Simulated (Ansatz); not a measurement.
Relaxed Ir (fcc, Cu type):

```
Ir
1.0
    3.83029     0.00000     0.00000
    0.00000     3.83029     0.00000
    0.00000     0.00000     3.83029
Ir
4
Direct
  0.00000   0.00000   0.00000
  0.50000   0.50000   0.00000
  0.50000   0.00000   0.50000
  0.00000   0.50000   0.50000
```

In each cell atom 2 (Ir, nearest neighbour Ir at 2.708 Å; its periodic images, 3.8 Å or more away, move with it) moves by s·(0.000, 0.000, 1.000) (along Cartesian z), the rest being held.

Calculation: PBEsol (plane waves to 420 eV, PAW, scalar-relativistic; Ansatz, an electronic-structure program). k mesh 10×10×10 (Γ-centred), Fermi-Dirac smearing 0.05 eV. With partly filled bands, energies and forces of such displacements shift with the k mesh and the smearing. F∥ is the force on the atom along that direction. Ir is run without spin polarisation. Ir was relaxed with its symmetry unable to fall. Spin-orbit coupling is left out, though Ir is heavy. The PAW data are Ansatz's earlier set. 

```
s (Å)   F∥ (eV/Å)
------  ---------
-0.270      4.271
-0.216      3.288
-0.162      2.425
-0.108      1.599
-0.054      0.790
0.000       0.000
0.054      -0.790
0.108      -1.599
0.162      -2.425
0.216      -3.288
0.270      -4.271
```

**Question.** What is the force constant k = d²E/ds² of this move at s = 0?

**Answer.** 14.6 eV/Å². The forces along the line at the two nearest points give (0.790 − (-0.790)) / (2·0.054) = 14.63 eV/Å²; the next pair corrects for the finite step.

(A displaced cell: forces are minus the slopes of the energy, force constants its curvatures, and phonons follow from these.)
